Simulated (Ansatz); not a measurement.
Given:

WC:
```cif
data_CW
_chemical_formula_sum 'W1 C1'
_space_group_name_H-M_alt 'P 1'
_space_group_IT_number 1
_cell_length_a 2.92181
_cell_length_b 2.92181
_cell_length_c 2.84677
_cell_angle_alpha 90.000
_cell_angle_beta 90.000
_cell_angle_gamma 120.000
loop_
_space_group_symop_operation_xyz
  'x, y, z'
loop_
_atom_site_label
_atom_site_type_symbol
_atom_site_fract_x
_atom_site_fract_y
_atom_site_fract_z
_atom_site_occupancy
W1 W 0.00000 0.00000 0.00000 1
C1 C 0.66667 0.33333 0.50000 1
```

This is the PBE-relaxed structure.

### Question
All from PBE (plane waves, PAW; program Ansatz), unless another level is named. Predict the electronic character.

### Answer
metallic (no gap).

### Question
Predict the density of states at the Fermi level.

### Answer
0.14 states/eV per atom (mean over ±0.08 eV).

### Question
Next, the formation energy from the elements (no fitted shifts)?

### Answer
-0.15 eV/atom.

Space group P-6m2. Symmetry was held in the PBE relaxation. No spin polarisation was allowed. The references are the lowest solids computed at this level, not always the standard phases. Scalar-relativistic: spin–orbit coupling is off unless named, which matters more the heavier the elements.

Potentials: the later of the program's two PAW sets.
